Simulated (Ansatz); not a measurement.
TePd:
```cif
data_Pd4Te4
_chemical_formula_sum 'Te4 Pd4'
_space_group_name_H-M_alt 'Cmcm'
_space_group_IT_number 63
_space_group_name_Hall '-C 2c 2'
_cell_length_a 3.79096
_cell_length_b 10.39809
_cell_length_c 4.04074
_cell_angle_alpha 90.000
_cell_angle_beta 90.000
_cell_angle_gamma 90.000
loop_
_space_group_symop_operation_xyz
  'x, y, z'
  '-x, -y, -z'
  '-x, -y, z+1/2'
  'x, y, -z+1/2'
  'x, -y, -z'
  '-x, y, z'
  '-x, y, -z+1/2'
  'x, -y, z+1/2'
  'x+1/2, y+1/2, z'
  '-x+1/2, -y+1/2, -z'
  '-x+1/2, -y+1/2, z+1/2'
  'x+1/2, y+1/2, -z+1/2'
  'x+1/2, -y+1/2, -z'
  '-x+1/2, y+1/2, z'
  '-x+1/2, y+1/2, -z+1/2'
  'x+1/2, -y+1/2, z+1/2'
loop_
_atom_site_label
_atom_site_type_symbol
_atom_site_symmetry_multiplicity
_atom_site_Wyckoff_symbol
_atom_site_fract_x
_atom_site_fract_y
_atom_site_fract_z
_atom_site_occupancy
Te1 Te 4 c 0.00000 0.35951 0.25000 1
Pd1 Pd 4 c 0.00000 0.09742 0.25000 1
```
(The calculation used a cell of 4 atoms; values per cell refer to that cell.)

Relaxed at zero pressure with DFT-PBEsol in the program Ansatz with PAW potentials.

Q: The volume is raised by 6 % and shape and atoms relax at that volume. What pressure results, and how do the axes share the change?

A: -5.9 GPa; a 2.8 %, b 2.6 %, c 0.5 %; the energy rises by 23 meV/atom.

Q: Give the new structure.

A: 
Space group Cmcm (No. 63); a = 3.897 Å, b = 10.665 Å, c = 4.062 Å, α = β = γ = 90.00°

| atom | site | symmetry | x | y | z |
|---|---|---|---|---|---|
| Te | 4c | m2m | 0.0000 | 0.3590 | 0.2500 |
| Pd | 4c | m2m | 0.0000 | 0.1003 | 0.2500 |

The phase is kept; no other phase was compared at this pressure.

The start of the workflow was typed in or built on a structure type; neither database checked (COD, Materials Project) lists it. COD files the formula under space group No. 194. Its standing as an ambient phase is unchecked. The PBEsol relaxation kept the symmetry of its start; its stability against distortions is not shown here. No spin polarisation was allowed. Spin–orbit coupling is left out wherever it is not named.

Potentials: the later of the program's two PAW sets.
